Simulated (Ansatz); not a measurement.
HgO:
```xyz
6
Lattice="3.5217 0.0000 0.0000 -1.7609 3.0499 0.0000 0.0000 0.0000 8.6149" Properties=species:S:1:pos:R:3 pbc="T T T"
Hg     1.3273     2.2989     0.0000
Hg     0.8672     0.0000     5.7433
Hg    -0.4336     0.7510     2.8716
O      0.8195     1.4194     4.3075
O      1.8827     0.0000     1.4358
O     -0.9413     1.6305     7.1791
```

Relaxed with LDA.

Question: Give the Bader charges and basin volumes of the independent atoms, the program Ansatz at the LDA level (PAW).

Answer: 

```json
[
 {"atom": "Hg1", "Bader charge (e)": "+0.90", "Bader volume (Å³)": "19.4"},
 {"atom": "O4", "Bader charge (e)": "-0.90", "Bader volume (Å³)": "11.5"}
]
```

Space group P3_221. The first step of the workflow began from a Materials Project structure, measured or hypothetical; the Crystallography Open Database copy checked does not list it. COD files the formula under space group No. 44, 62. Whether it is the stable phase at ambient conditions was not checked. Symmetry was held in the LDA relaxation; whether a distortion lowers the energy is not shown. A crystal of weakly bound chains computed without a dispersion correction: the cell and the soft elastic constants depend strongly on that. Scalar-relativistic: spin–orbit coupling is off unless named, which matters more the heavier the elements.

Potentials: the later of the program's two PAW sets.
